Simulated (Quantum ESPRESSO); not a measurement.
## SiAl2ZnN4 (a curve over strain)

Simulated, not a measurement. The program is pw.x of Quantum ESPRESSO 7.5 (plane-wave density functional theory). The cell is made up: 8 atoms on a zincblende/diamond lattice, with randomly drawn elements, strain and displacements, not relaxed. PseudoDojo standard norm-conserving files (v0.5 for PBE, v0.4.1 for LDA and PBEsol) set the functional; there is no spin polarisation, spin-orbit coupling or dispersion term, and the masses in the input are unused placeholders.

Seven runs add a strain to one cell (shear xy, as the tensor component); the atoms follow the cell and are not relaxed. Stress in the table is positive in tension.

Input of the run at -0.0021:

```
&control calculation='scf', pseudo_dir='./dojo.nc.sr.pbe.v0_5.standard.upf', outdir='./o', disk_io='low', tprnfor=.true., tstress=.true. /
&system ibrav=0, nat=8, ntyp=4, nbnd=31, ecutwfc=84.00895049, nosym=.true., tot_charge=0,
 occupations='smearing', smearing='fd', degauss=0.0018374661
/
&electrons conv_thr=7.350e-09, electron_maxstep=60, /
ATOMIC_SPECIES
Al 1.0 Al.upf
N 1.0 N.upf
Si 1.0 Si.upf
Zn 1.0 Zn.upf
CELL_PARAMETERS angstrom
4.4944 -0.0095 0.0315
-0.0097 4.5797 0.0393
0.0314 0.0392 4.4542
ATOMIC_POSITIONS angstrom
Si 0.0009 -0.0226 0.0522
Al 0.0008 2.3302 2.2072
Zn 2.2574 0.0412 2.229
Al 2.243 2.3043 0.0467
N 1.146 1.1543 1.1261
N 1.151 3.5152 3.3459
N 3.3756 1.1713 3.3869
N 3.3449 3.3954 1.1306
K_POINTS automatic
4 4 4 1 1 1
```

| added strain | free energy less that of the input shown (eV) | stress xx (GPa) | stress yy (GPa) | stress zz (GPa) | stress xy (GPa) | pressure (GPa) | iterations |
| --- | --- | --- | --- | --- | --- | --- | --- |
| -0.0221 | 0.0849 | 11.10 | 14.75 | 9.46 | -7.16 | -11.77 | 13 |
| -0.0147 | 0.0367 | 11.42 | 15.10 | 9.68 | -4.73 | -12.07 | 13 |
| -0.0126 | 0.0265 | 11.49 | 15.18 | 9.73 | -4.03 | -12.13 | 13 |
| -0.0021 | 0.0000 | 11.72 | 15.42 | 9.93 | -0.60 | -12.36 | 13 |
| +0.0023 | 0.0008 | 11.75 | 15.45 | 9.97 | 0.84 | -12.39 | 13 |
| +0.0143 | 0.0372 | 11.65 | 15.34 | 10.00 | 4.76 | -12.33 | 13 |
| +0.0238 | 0.1034 | 11.36 | 15.03 | 9.91 | 7.87 | -12.10 | 13 |

A cubic fit gives a slope of stress xy against the added strain of 327 GPa at zero added strain, with the atoms clamped. Across the table the free energy follows the integral of the stress to within 0.4 meV. A rerun of one of the cells at 1437 eV and a 6 x 6 x 6 mesh moved values by no more than 0.003 eV in energy, 0.02 GPa in stress and 0.002 eV/Å in force.